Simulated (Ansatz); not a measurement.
# Kick test of a cell of Al4FeCo3

The cell was found from a structure generator's guess, not taken from experiment.

These are results of DFT PBE, scalar-relativistic, plane waves, PAW (Ansatz 0.2.0), not measurements. Plane waves to 420 eV, a k mesh through Γ of 10×10×8 on the computed 8-atom cell and Gaussian smearing (0.10 eV); no spin polarisation.

The cell below (8 atoms, space group P4/mmm (No. 123)) is relaxed within its symmetry.

```
CELL_PARAMETERS angstrom
4.03613 0.00000 0.00000
0.00000 4.03613 0.00000
0.00000 0.00000 5.71132
ATOMIC_POSITIONS crystal
Al 0.00000 0.50000 0.74719
Al 0.00000 0.50000 0.25281
Al 0.50000 0.00000 0.74719
Al 0.50000 0.00000 0.25281
Fe 0.00000 0.00000 0.50000
Co 0.00000 0.00000 0.00000
Co 0.50000 0.50000 0.00000
Co 0.50000 0.50000 0.50000
```

For the test it was strained at random (σ = 1.5 % a component), the atoms were moved at random (σ = 0.05 Å), and all was relaxed again on a coarse 6×6×4 mesh (in the run’s order of axes) with 0.20 eV smearing, with no symmetry imposed.

Trial moments died out on the coarse mesh, so the last step has no spin; another magnetic start might hold.

**Question.** What happens?

**Answer.** It returns, within 1 meV/atom of the unmoved cell on that mesh and with the same symmetry when read at 0.1 Å. So it is stable against the distortions that fit this cell and that this random move excites. Modes that don't fit the cell aren't tested.
